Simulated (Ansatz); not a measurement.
Each is relaxed and computed with r²SCAN (plane waves, PAW; program Ansatz). Which is the only one with a gap?
A. B6As, R-3m (B on 18h, B on 18h, As on 6c)
B. EuAgAs, P6_3/mmc (Eu on 2a, As on 2c, Ag on 2d)
C. BAs, P-6m2 (B on 1a, As on 1f)
D. Re3B, Cmcm (B on 4c, Re on 4c, Re on 8f)

A, B6As, R-3m (B on 18h, B on 18h, As on 6c). B6As: gap 2.88 eV (indirect); BAs: metal; EuAgAs: metal; Re3B: metal. The 4f shell is in the valence, and the state reached may lie above the lowest one. Spin orders computed, not proven ground states: EuAgAs, P6_3/mmc (Eu on 2a, As on 2c, Ag on 2d) ferromagnetic. Constructed cells (a structure type filled with these elements, in neither database checked): BAs, P-6m2 (B on 1a, As on 1f). Not the usual ambient phase: BAs, P-6m2 (B on 1a, As on 1f). Standing as an ambient phase not checked: B6As, R-3m (B on 18h, B on 18h, As on 6c); EuAgAs, P6_3/mmc (Eu on 2a, As on 2c, Ag on 2d); Re3B, Cmcm (B on 4c, Re on 4c, Re on 8f). All cells were relaxed under the symmetry of their starts (and spin orders); stability against distortions was not tested throughout. Rows with no word on spin ran without spin polarisation. No Hubbard U is applied. Scalar-relativistic: spin–orbit coupling is off unless named, which matters more the heavier the elements.

Potentials: the later of the program's two PAW sets.
